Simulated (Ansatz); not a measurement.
Ansatz (a first-principles code) input:

Ansatz 0.2 input:
```yaml
crystal:
  lattice:
    - [3.4660102395, 0.0, 0.0]
    - [0.0, 3.4660102395, 0.0]
    - [0.0, 0.0, 3.4660102395]
  atoms:
    - { symbol: V, position: [0.0, 0.0, 0.0] }
    - { symbol: Co, position: [0.5, 0.5, 0.0] }
    - { symbol: Co, position: [0.0, 0.5, 0.5] }
    - { symbol: Co, position: [0.5, 0.0, 0.5] }
kpoints:
  mp_grid: { grid: [25, 25, 25] }
hamiltonian:
  xc: pbesol
  pseudopotentials: { kind: paw }
scf:
  occupations: { method: fermi_dirac, width: 0.1 }
elastic: { mode: relaxed_ion, stencil: two_point, amplitude: 0.005, f_tol: 0.0005 }
```

Output (shortened):

```
Pseudopotential: V, paw, valence charge 13
Pseudopotential: Co, paw, valence charge 17
Functional definition: PBEsol
Crystal: 4 atoms, lattice volume = 41.638 Å³
Basis set: ecut = 420 eV, 799 PW (Γ), exchange–correlation on 48×48×48 points (8 copies of the dense FFT grid, shifted against one another)
Bands: 39, of which v1, the nominal top of the filled ones, is band 32 counted from 1 (31 counted from 0)
Symmetry: 48 space group operations
Space group: Pm-3m (ITA 221), of the structure as read, at distance tolerance 3.5e-5 Å
k-points: 455 of 15625
SCF 1 converged in 13 iterations: F = -18165.206144 eV  dr2 = 1.06e-14
Crystal: 4 atoms, lattice volume = 41.430 Å³
Symmetry: 16 space group operations
k-points: 1183 of 15625
SCF 2 converged in 12 iterations: F = -18165.204340 eV  dr2 = 3.30e-14
Crystal: 4 atoms, lattice volume = 41.846 Å³
SCF 3 converged in 9 iterations: F = -18165.205199 eV  dr2 = 2.53e-14
Crystal: 4 atoms, lattice volume = 41.638 Å³
Symmetry: 8 space group operations
k-points: 2197 of 15625
SCF 4 converged in 9 iterations: F = -18165.205441 eV  dr2 = 4.56e-14
Crystal: 4 atoms, lattice volume = 41.638 Å³
SCF 5 converged in 8 iterations: F = -18165.205441 eV  dr2 = 4.54e-14
SCF converged after 13 iterations
Free energy (F): -18165.206144 eV
Harris-Foulkes:  -18165.206144 eV  (|F-HF|=3.64e-12)
Internal energy: -18165.085964 eV  (E = F + TS)
E sigma→0 (E₀):  -18165.146054 eV
Entropy (-TS):   -0.120180 eV (-30.045 meV/atom)
Fermi energy:    20.153412 eV
--- Per-component energies (eV) ---
  E_band       = -760.880900
  E_kinetic    = 1712.317715
  E_local      = -9142.595510  (includes V_loc(G=0)·N_el)
  E_nonlocal   = 1314.779646
  E_hartree    = 3898.035971
  E_xc         = -608.290922
  E_vxc        = -785.824881  (∫ρ·V_xc dr)
  E_paw        = -5531.292846  (= ΣΔE_a)
  E_vpaw       = -1655.630289  (= ΣTr[D̂ρ^β])
  E_aug_tail   = 0.000466  (compensation charges beyond the density's cutoff)
  E_ewald      = -9808.755421
  E_core_change = 0.714937  (= ΣΔE_core)
  E_smearing   = -0.120180  (= −TS)
  E_closure    =  0.000000  (closes the sum)
  Σ components = -18165.206144   (vs F -18165.206144, Δ=0.00e0)
--- Forces (eV/Å), atoms counted from 1 ---
  atom   1  V      0.00000000     0.00000000     0.00000000
  atom   2  Co     0.00000000     0.00000000     0.00000000
  atom   3  Co     0.00000000     0.00000000     0.00000000
  atom   4  Co     0.00000000     0.00000000     0.00000000
  max |Σ_I F_I| component: 0.0 eV/Å
--- Stress (GPa, compression-positive) ---
        0.322349       0.000000       0.000000
        0.000000       0.322349       0.000000
        0.000000       0.000000       0.322349
  P = ⅓ Tr σ = 0.3223 GPa (3.223 kbar)
--- Band table (eV; the first three rows and the last of 455) ---
  k-point 0: bands = ["-74.5578", "-74.4894", "-74.4894", "-44.0070", "-38.0757", "-38.0757", "-38.0757", "-37.9324", "-37.9324", "-37.9324", "-37.8011", "-37.8011", "-37.8011", "-17.9560", "-17.9560", "-17.9560", "11.2780", "15.0468", "15.0468", "15.5441", …
  k-point 1: bands = ["-74.5576", "-74.4897", "-74.4894", "-44.0070", "-38.0751", "-38.0751", "-38.0747", "-37.9325", "-37.9325", "-37.9324", "-37.8021", "-37.8016", "-37.8016", "-17.9568", "-17.9561", "-17.9561", "11.3010", "15.0570", "15.0614", "15.5537", …
  k-point 2: bands = ["-74.5568", "-74.4904", "-74.4894", "-44.0071", "-38.0733", "-38.0733", "-38.0717", "-37.9330", "-37.9330", "-37.9326", "-37.8052", "-37.8028", "-37.8028", "-17.9592", "-17.9563", "-17.9563", "11.3697", "15.0863", "15.1046", "15.5827", …
  k-point 454: bands = ["-74.5120", "-74.5117", "-74.5117", "-44.0003", "-38.1277", "-38.0736", "-38.0736", "-38.0736", "-37.8424", "-37.8424", "-37.8423", "-37.7907", "-37.7907", "-17.9846", "-17.9844", "-17.9844", "15.1153", "15.1265", "15.1265", "15.7876", …
--- Elastic constants: 2 strain directions × 2 members + reference (group order 48) ---
  dense FFT box of the reference and of every strained cell: 24×24×24
  strains applied: 11, 23; error gains: componentwise 1.00 (the most a stress slope's error grows in a printed constant), spectral 1.73 (1 for all six strains …
  C = ∂σ_k/∂η_j (tension-positive GPa; Voigt order 11 22 33 23 13 12):
       424.258    205.203    205.203      0.000      0.000      0.000
       205.203    424.258    205.203      0.000      0.000      0.000
       205.203    205.203    424.258      0.000      0.000      0.000
         0.000      0.000      0.000    216.641      0.000      0.000
         0.000      0.000      0.000      0.000    216.641      0.000
         0.000      0.000      0.000      0.000      0.000    216.641
  reference stress σ⁰ (GPa):     -0.322     -0.322     -0.322      0.000      0.000      0.000
  moduli (Voigt/Reuss/Hill, GPa): K = 278.22/278.22/278.22   G = 173.80/155.72/164.76   E = 412.80   ν = 0.253
  mechanically stable: yes (min eigenvalue of sym C = 216.64 GPa)
  strain η (Voigt 11):  stress-route row diagonal C_11 = 424.26 GPa, energy-path curvature d²(F+E_count+ΔE)/dδ²/Ω₀ = 424.21 GPa
         δ    σ_11 (GPa)             F (eV)   n_scf  n_hpsi   n_pw
    -5.000e-3      -2.4733      -18165.2043400      12  959072    840   relax 0 steps, max|allowed force component| 0.0 eV/Å
     5.000e-3       1.7693      -18165.2051985       9  754131    840   relax 0 steps, max|allowed force component| 0.0 eV/Å
  strain η (Voigt 23):  stress-route row diagonal C_44 = 216.64 GPa, energy-path curvature d²(F+E_count+ΔE)/dδ²/Ω₀ = 216.78 GPa
         δ    σ_23 (GPa)             F (eV)   n_scf  n_hpsi   n_pw
    -5.000e-3      -1.0832      -18165.2054415       9  1578684    840   relax 0 steps, max|allowed force component| 0.0 eV/Å
     5.000e-3       1.0832      -18165.2054415       8  1351474    840   relax 0 steps, max|allowed force component| 0.0 eV/Å
```

Cost: around 14 core-minutes (rough) on shared cores.

The first step of the workflow began from a Materials Project structure, measured or hypothetical; the Crystallography Open Database copy checked does not list it. With V and Co taken as one species the cell has the higher symmetry Fm-3m, so it may be an ordered model of a mixed-site phase. Whether it is the stable phase at ambient conditions was not checked. The cell was relaxed with PBEsol under the symmetry of its start; of distortions, only those at the zone centre were tested. No spin polarisation was allowed. As this level gives no gap, shear constants depend on the k-mesh and smearing (Fermi–Dirac, 0.1 eV here). On the denser mesh and wider smearing of the elastic run this cell carries a stress of 0.3 GPa.

Potentials: the later of the program's two PAW sets.

Ansatz is a plane-wave DFT program.
